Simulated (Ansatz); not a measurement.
A sound run on CuAu (P4/mmm), total moment held at 0.3 μB (Ansatz 0.2.0, DFT, LDA, PAW with Ansatz's default frozen-core files, scalar-relativistic):

```yaml
crystal:
  lattice:
    - [2.8107494552, 0.0, 0.0]
    - [0.0, 2.8107494552, 0.0]
    - [0.0, 0.0, 3.685]
  atoms:
    - { symbol: Cu, position: [0.5, 0.5, 0.5], spin: 0.3 }
    - { symbol: Au, position: [0.0, 0.0, 0.0] }
magnetization:
  spin_polarized: true
  initial_magnetization: 0.3
  spin_locking: { lock_magnetization: hard }
kpoints:
  mp_grid: { grid: [12, 12, 9] }
scf:
  occupations: { method: fermi_dirac, width: 0.08 }
  lower_state_search: "off"
hamiltonian:
  xc: lda
  pseudopotentials: { kind: paw }
output:
  forces: true
  stress: true
  eigenvalues: true
```

It converged in 10 iterations. Site moments (μB): Cu1 0.11, Au2 0.11. Cell moment 0.30 μB. Pressure -8.58 GPa.

The input is then changed, output keys apart:

```diff
+  mixing: { preconditioner: kerker_dos }
+  eigensolver: { kind: davidson }
```

Q: How does the run end?

A: The run converged. Free energy -19420.6710 eV against -19420.6710 eV, cell moment 0.30 μB, pressure -8.58 GPa. The change did no harm here: the energy is that of the sound run to 1 meV per atom.
```
Warning: output.stress: scf.convergence.dr2_threshold = 1e-7 eV (the SCF's general default) is looser than the 2e-10 eV advised for a printed stress (1e-10 eV for each atom of the cell: 2). What an SCF threshold leaves in a stress goes as its square root, and in the free energy as the threshold itself, and one threshold admits the most on a small cell: of the crystals measured, under no hybrid fun …
Engine: ansatz 0.2.0
Pseudopotentials: kind: paw
Pseudopotential: Cu, paw, valence charge 19, recommended cutoff 420 eV (normal), Cu.paw.azcp
Pseudopotential: Au, paw, valence charge 19, recommended cutoff 420 eV (normal), Au.paw.azcp
Functional definition: SPW92
  exchange = slater_x
  correlation = pw_c
Crystal: 2 atoms, lattice volume = 29.113 Å³
Basis set: ecut = 420 eV, 553 PW (Γ)
Bands: 24, of which v1, the nominal top of the filled ones, is band 19 counted from 1 (18 counted from 0)
Symmetry: 16 space group operations
Space group: P4/mmm (ITA 123), of the structure as read, at distance tolerance 3.1e-5 Å
Magnetic group: BNS 123.339 (UNI 999), of the structure as read, at distance tolerance 3.1e-5 Å
k-points: 140 of 1296
Non-local potential: Cu, projectors of the file, l = 0: 3, l = 1: 2, l = 2: 3, l = 3: 1
[...]
  E_closure    = 0.000000  (closes the sum)
  Σ components = -19420.670951   (vs F -19420.670951, Δ=0.00e0)
--- Forces (eV/Å), atoms counted from 1 ---
  atom   1  Cu     0.00000000    -0.00000000    -0.00000000
  atom   2  Au    -0.00000000     0.00000000     0.00000000
  max |Σ_I F_I| component: 1.16e-28 eV/Å
--- Stress (GPa, compression-positive) ---
       -8.207010      -0.000000      -0.000000
       -0.000000      -8.207010      -0.000000
       -0.000000      -0.000000      -9.323623
  P = ⅓ Tr σ = -8.5792 GPa (-85.792 kbar)
--- Band table (eV; the first three rows and the last of 280) ---
  k-point 0 ↑: bands = ["-92.9497", "-87.4184", "-50.7846", "-50.7642", "-50.7642", "-38.7164", "-38.6625", "-38.6625", "8.6816", "11.9325", "12.0918", "14.4760", "14.4760", "15.5631", "15.6611", "16.3701", "16.8203", "17.0395", "17.0395", "20.5601", "26.4779", "28.4451", "28.4451", "35.2863"]
  k-point 1 ↑: bands = ["-92.9497", "-87.4184", "-50.7846", "-50.7642", "-50.7642", "-38.7171", "-38.6625", "-38.6625", "8.8329", "11.9605", "12.1419", "14.5079", "14.5079", "15.5886", "15.6191", "16.3273", "16.7913", "16.9416", "16.9416", "19.6477", "27.6246", "28.7380", "28.7380", "34.5268"]
  k-point 2 ↑: bands = ["-92.9497", "-87.4184", "-50.7847", "-50.7642", "-50.7642", "-38.7187", "-38.6625", "-38.6625", "9.2651", "12.0341", "12.2747", "14.5991", "14.5991", "15.5099", "15.6593", "16.1976", "16.6903", "16.6903", "16.7117", "17.9442", "29.5715", "29.5715", "30.0281", "33.7462"]
  k-point 139 ↓: bands = ["-92.8530", "-87.3567", "-50.6888", "-50.6888", "-50.6884", "-38.7458", "-38.7458", "-38.6385", "12.0113", "12.8925", "12.8925", "14.8494", "15.4128", "15.4128", "15.6669", "16.4444", "16.9453", "17.0115", "23.7511", "23.7511", "23.8329", "24.5396", "25.8037", "25.9408"]
```
